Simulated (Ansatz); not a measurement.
# C: work and stress of cleavage

These are results of DFT r2SCAN, scalar-relativistic, plane waves, PAW in Ansatz, not measurements. The runs took a 500 eV cutoff, a Γ-centred 10×10×2 mesh and Gaussian smearing (0.05 eV). No spin polarisation. Energies are free energies at this smearing, counted from the undisturbed cell; pressure is positive in compression.

The starting cell (relaxed at this level):

```yaml
crystal:
  lattice:
    - [-2.50984, 0.00000, 0.00000]
    - [-1.25492, -2.17358, 0.00000]
    - [0.00000, 0.00000, 16.56065]
  atoms:
    - { symbol: C, position: [0.00000, 0.00000, 0.67147] }
    - { symbol: C, position: [0.00000, 0.00000, 0.17147] }
    - { symbol: C, position: [0.00000, 0.00000, 0.92147] }
    - { symbol: C, position: [0.00000, 0.00000, 0.42147] }
    - { symbol: C, position: [0.00000, 0.00000, 0.82853] }
    - { symbol: C, position: [0.00000, 0.00000, 0.32853] }
    - { symbol: C, position: [0.00000, 0.00000, 0.07853] }
    - { symbol: C, position: [0.00000, 0.00000, 0.57853] }
    - { symbol: C, position: [0.33333, 0.33333, 0.70275] }
    - { symbol: C, position: [0.33333, 0.33333, 0.20275] }
    - { symbol: C, position: [0.66667, 0.66667, 0.95275] }
    - { symbol: C, position: [0.66667, 0.66667, 0.45275] }
    - { symbol: C, position: [0.33333, 0.33333, 0.79725] }
    - { symbol: C, position: [0.33333, 0.33333, 0.29725] }
    - { symbol: C, position: [0.66667, 0.66667, 0.04725] }
    - { symbol: C, position: [0.66667, 0.66667, 0.54725] }
```

The cut lies on the cell's a–b face, a (0 0 1) plane (indices in the standard cell, whose axes needn't be the Cartesian ones shown) of area 5.46 Å², between layers 1.57 Å apart. Vector c is lengthened by d along the normal with the atoms' Cartesian places fixed: one unrelaxed cut a cell. The traction is positive where the two halves pull on each other.

```
d (Å) energy (J/m²) traction (GPa)
-0.30           5.63          -492.0
-0.15           1.05          -159.3
 0.00           0.00             0.0
 0.25           1.46            94.6
 0.50           4.08           108.2
 0.75           6.69            98.0
 1.00           8.94            81.8
 1.50          12.22            50.4
 2.00          14.14            28.2
 3.00          15.61             4.7
 6.00          15.78             0.0
```

Problem. What are the work of separation and the cleavage stress, and do they fit the universal binding curve?

Solution. The energy levels off near W ≈ 15.78 J/m² (the traction is down to 0.0 GPa), the energy of the two unrelaxed faces, 7.89 J/m² each on average. The largest sampled traction is 108.2 GPa at d = 0.50 Å, and a parabola through it and its two neighbours peaks at σ_max ≈ 108.2 GPa, d ≈ 0.52 Å. The curve E = W[1 − (1 + d/ℓ)exp(−d/ℓ)] peaks in traction at d = ℓ with σ_max = W/(eℓ); with 1 J/m² per Å = 10 GPa this W and σ_max give ℓ = 0.54 Å. A parabola through that curve at the same three d peaks at 0.57 Å, against 0.52 Å here, a fair fit. The opened faces are metallic here, and spin polarisation, left out, could lower W. Real crystals break at far lower stress, because cracks concentrate it, and on the plane of lowest W, which needn't be this one.

The cut is rigid; relaxing the faces lowers these energies and usually the stresses.

The gap closes along the scan, which can put kinks into the curve.

Cost: 11 runs of about 4 core-minutes in all, on Oxide Virtual Turin-like Processor (Zen 5) (shared hosts).